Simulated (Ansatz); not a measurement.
Given:

In2Ge2O7:
```
In2Ge2O7
1.0
    3.35050     4.41183     0.00000
   -3.35050     4.41183     0.00000
   -1.06824     0.00000     4.82774
In Ge O
2 2 7
Cartesian
  0.00000   6.11334   0.00000
  0.00000   2.71032   0.00000
  1.15025   4.41183   2.86272
 -2.21848   4.41183   1.96502
 -1.96891   2.95270   1.02150
  0.90068   5.87096   3.80623
  0.90068   2.95270   3.80623
 -1.96891   5.87096   1.02150
 -0.53412   0.00000   2.41387
 -1.38867   4.41183   3.50947
  0.32044   4.41183   1.31826
```

This is the r²SCAN-relaxed structure. Tensor components refer to the Cartesian frame of this cell.

Task: All from r²SCAN (plane waves, PAW; program Ansatz), unless another level is named. Give the bulk modulus (Birch–Murnaghan fit).

Result: 142 GPa.

Task: Give the elastic constants (relaxed ions, GPa).

Result: C11 = 240, C22 = 188, C33 = 227, C12 = 119, C13 = 121, C23 = 122, C44 = 70.6, C55 = 59.8, C66 = 50.5, C15 = 13.0, C25 = 25.1, C35 = 6.5, C46 = 5.0.

Space group C2/m. The workflow started from a Materials Project entry (that database holds measured and hypothetical structures alike); the Crystallography Open Database files this formula in space group No. 12, but the cells were not matched. Whether it is the stable phase at ambient conditions was not checked. The cell was relaxed with r²SCAN under the symmetry of its start; its stability against distortions is not shown here.

Potentials: the later of the program's two PAW sets.
